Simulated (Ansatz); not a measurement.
**LiBH₄ — electric field gradients**

The cell is a structure deposited in the COD, its atoms then relaxed with PBE in this cell.

Space group Ama2 (No. 40); a = 6.4494, b = 5.3070, c = 5.2919 Å.

```
site  Wyckoff  site symmetry       x       y       z
  Li       4a            ..2  0.0000  0.0000  0.9983
   B       4b            m..  0.2500  0.2335  0.2509
  H5       4b            m..  0.2500  0.2791  0.4747
  H7       8c              1  0.0966  0.8229  0.6485
 H11       4b            m..  0.2500  0.0055  0.2452
```

One atom of each set is listed; the run and its k-mesh use a cell of 12 atoms with edges of 6.45, 3.75, 3.75 Å.

Computed with Ansatz: DFT, PBE, plane waves and PAW, scalar-relativistic, 420 eV cutoff, Γ-centred 5×7×7 k-points, Fermi–Dirac smearing 0.02 eV.

C_Q = eQV_zz/h, which is 24.18 MHz for Q = 1 b and V_zz = 10²¹ V/m²; η = (V_xx − V_yy)/V_zz.

Li-7: I = 3/2, Q = -40.10 mb; 10B: I = 3, Q = 84.59 mb; ²H: I = 1, Q = 2.858 mb. Quadrupole moments are those of Pyykkö's year-2017 table.

Task: What field gradients does the calculation give at each kind of site?

Result: 

```
site  atoms                         first shell  V_zz (10²¹ V/m²)     η  C_Q (MHz)
  Li      2                  8 H at 1.99–2.17 Å            -0.035  0.16      0.034
   B      2                  4 H at 1.21–1.22 Å              0.25  0.71      0.512
  H5      2  1 B at 1.21 Å; also 2 Li at 2.00 Å              1.83  0.12      0.126
  H7      4  1 B at 1.22 Å; also 1 Li at 1.99 Å              1.70  0.14      0.117
 H11      2  1 B at 1.21 Å; also 2 Li at 2.08 Å              1.82  0.07      0.126
```

At H5, H7 and H11 V_zz points along its bond to B (within 2°) in each case.

The lattice is static: at room temperature BH₄ may turn and average the couplings of its hydrogen.
